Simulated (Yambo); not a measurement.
# Mg₂Ge: sweep of GW parameters

G0W0@PBE for Mg2Ge (anti-fluorite, space group Fm-3m, No. 225) in Yambo. Reference settings: 4×4×4 Γ-centred k mesh, bands 13 to 286 and a 15 Ry block in the screening, 286 bands in G with the Bruneval-Gonze terminator, plasmon pole fitted at 27.2 eV. The PBE gap Γ → X on this mesh is 0.14 eV; G0W0 gaps are taken between the same points.

```json
[
 {"change from the reference": "reference settings", "G0W0 gap Γ → X (eV)": "0.59", "shift of the valence edge (eV)": "-0.61", "rough Yambo cost": "1"},
 {"change from the reference": "152 bands in W, 152 bands in G", "G0W0 gap Γ → X (eV)": "0.55", "shift of the valence edge (eV)": "-0.53", "rough Yambo cost": "within a factor of two"},
 {"change from the reference": "152 bands in G", "G0W0 gap Γ → X (eV)": "0.60", "shift of the valence edge (eV)": "-0.61", "rough Yambo cost": "–"},
 {"change from the reference": "9 Ry block", "G0W0 gap Γ → X (eV)": "0.57", "shift of the valence edge (eV)": "-0.58", "rough Yambo cost": "within a factor of two"},
 {"change from the reference": "no terminator", "G0W0 gap Γ → X (eV)": "0.57", "shift of the valence edge (eV)": "-0.58", "rough Yambo cost": "–"}
]
```

The reference isn't shown to be the converged limit. Costs are rough (shared machines), scaled to the same edge states, and given only for runs that recompute the screening.

Spin-orbit splittings are left out.

Geometry relaxed with PBEsol; primitive cell a = b = c = 4.4989 Å, α = β = γ = 60.00°.

A shift is the quasiparticle energy of the state minus its PBE energy.

The potentials are those of PseudoDojo's stringent table.
